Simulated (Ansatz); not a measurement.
The relaxed structure here is a generated cell of YCl: the first start was made by placing the elements on the sites of a structure type, and the end was not matched to a known phase here, so it may be hypothetical.

One starting cell of YCl (a generated trial cell of YCl in the AFLOW prototype AB_cP6_221_c_d (as in NbO)) was relaxed twice with Ansatz (plane waves, PAW, scalar-relativistic): with PBEsol at 420 eV and with PBE at 420 eV. The PBEsol result:

```xyz
6
Lattice="5.3386 0.0000 0.0000 0.0000 5.3386 0.0000 0.0000 0.0000 5.3386" Properties=species:S:1:pos:R:3 pbc="T T T"
Cl     0.0000     2.6693     2.6693
Cl     2.6693     2.6693     0.0000
Cl     2.6693     0.0000     2.6693
Y      2.6693     0.0000     0.0000
Y      0.0000     0.0000     2.6693
Y      0.0000     2.6693     0.0000
```

```tsv
quantity	PBEsol	PBE
space group	Pm-3m	Pm-3m
volume (Å³/atom)	25.36	26.66
a (Å)	5.339	5.428
gap (eV, no spin-orbit coupling)	0.00	0.00
```

Both levels end in the same structure; PBE's volume is 5.1 % larger. Neither column is exact.

No spin polarisation in the result. The d or f electrons are treated with no Hubbard U.

The run could not lose the symmetry of its start: the end is stationary, and may be a saddle point rather than a minimum.

All atoms sit on sites fixed by symmetry, so only the cell could relax.

Ansatz is an electronic-structure program.
